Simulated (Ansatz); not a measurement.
Input:

Re:
```xyz
2
Lattice="2.7510 0.0000 0.0000 -1.3755 2.3824 0.0000 0.0000 0.0000 4.4416" Properties=species:S:1:pos:R:3 pbc="T T T"
Re     0.0000     1.5883     3.3312
Re     1.3755     0.7941     1.1104
```

This is the PBEsol-relaxed structure. Cartesian axes are those of the cell as given.

Q: All from PBEsol in the plane-wave PAW code Ansatz, unless another level is named. Estimate the Poisson's ratio.

A: 0.30.

Q: What about the elastic constants (relaxed ions, GPa)?

A: C11 = 645, C12 = 289, C13 = 237, C33 = 704, C44 = 173.

Space group P6_3/mmc (hcp (Mg type)). The cell was relaxed with PBEsol under the symmetry of its start. The run is not spin-polarised. As this level gives no gap, shear constants depend on the k-mesh and smearing (Fermi–Dirac, 0.1 eV here). Scalar-relativistic: spin–orbit coupling is off unless named, which matters more the heavier the elements.

Potentials: the later of the program's two PAW sets.
